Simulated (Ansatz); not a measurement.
Density of states of a Cu$_{5}$AgOs$_{2}$ cell (elements on a fcc lattice, relaxed), per eV and atom, broadened by Gaussian smearing of width 0.1 eV and averaged over bins of 0.3 eV, from 8 eV under the Fermi level at most up to where the solved bands end.

Level of theory: DFT PBE, scalar-relativistic, plane waves, PAW in Ansatz 0.2.0.

Settings: cutoff 420 eV, Γ-centred mesh 4×5×5 on the computed 16-atom cell, Gaussian smearing of 0.10 eV; no spin polarisation.

```
Cu Ag Os
1.0
    -2.96004    4.32478   -4.26393
     2.94686    4.27611    4.22844
     2.90579   -4.28929   -4.17418
Cu Ag Os
10 2 4
Direct
  0.21857 0.98664 0.73607
  0.73124 0.49114 0.70720
  0.23646 0.24420 0.47784
  0.01876 0.52087 0.53152
  0.48955 0.24227 0.22778
  0.76209 0.74540 0.50007
  0.99690 0.98315 0.97960
  0.24420 0.48144 0.26641
  0.77618 0.25999 0.04299
  0.25950 0.77267 0.01390
  0.49813 0.99613 0.51832
  0.48665 0.48164 0.99069
  0.99342 0.28198 0.77146
  0.50844 0.77894 0.78574
  0.77867 0.00584 0.25840
  0.99320 0.72575 0.21377
```

```csv
E − E_F (eV),total,Cu 3d,Os 5d,Ag 4d,Cu 4s
-7.90,0.084,0.001,0.002,0.001,0.046
-7.60,0.120,0.002,0.004,0.002,0.063
-7.30,0.138,0.004,0.005,0.004,0.075
-7.00,0.184,0.007,0.010,0.009,0.095
-6.70,0.173,0.010,0.015,0.016,0.083
-6.40,0.372,0.032,0.051,0.075,0.127
-6.10,0.762,0.084,0.142,0.291,0.152
-5.80,0.854,0.116,0.172,0.366,0.119
-5.50,1.251,0.216,0.270,0.555,0.129
-5.20,1.254,0.276,0.269,0.539,0.104
-4.90,1.233,0.347,0.267,0.456,0.096
-4.60,1.255,0.454,0.264,0.408,0.074
-4.30,1.346,0.656,0.271,0.306,0.064
-4.00,1.741,1.107,0.352,0.178,0.055
-3.70,2.223,1.698,0.321,0.106,0.039
-3.40,2.572,2.061,0.283,0.107,0.045
-3.10,2.244,1.769,0.246,0.103,0.045
-2.80,2.013,1.630,0.180,0.102,0.039
-2.50,2.429,2.056,0.165,0.127,0.029
-2.20,3.314,2.908,0.200,0.114,0.034
-1.90,2.581,2.167,0.249,0.063,0.043
-1.60,1.599,1.121,0.319,0.047,0.049
-1.30,1.119,0.598,0.357,0.033,0.058
-1.00,0.945,0.395,0.393,0.024,0.058
-0.70,0.759,0.242,0.381,0.018,0.044
-0.40,0.769,0.192,0.425,0.018,0.050
-0.10,0.641,0.132,0.383,0.015,0.039
0.20,0.578,0.104,0.335,0.010,0.044
0.50,0.552,0.077,0.329,0.008,0.053
0.80,0.527,0.061,0.318,0.007,0.050
```

The columns after the total are the largest Löwdin projections on the valence shells of the potentials, so they needn't add up, and the weight of a shell that a potential lacks goes to other orbitals. The cell has no gap on the mesh.

The relaxation stopped before its thresholds.

The k mesh is coarse. Spin-orbit coupling is left out, which matters for the bands of heavy elements.

Cost: 2 runs of about 25 core-minutes in all (earlier runs that led there not counted), on Arm Neoverse V2 (shared hosts).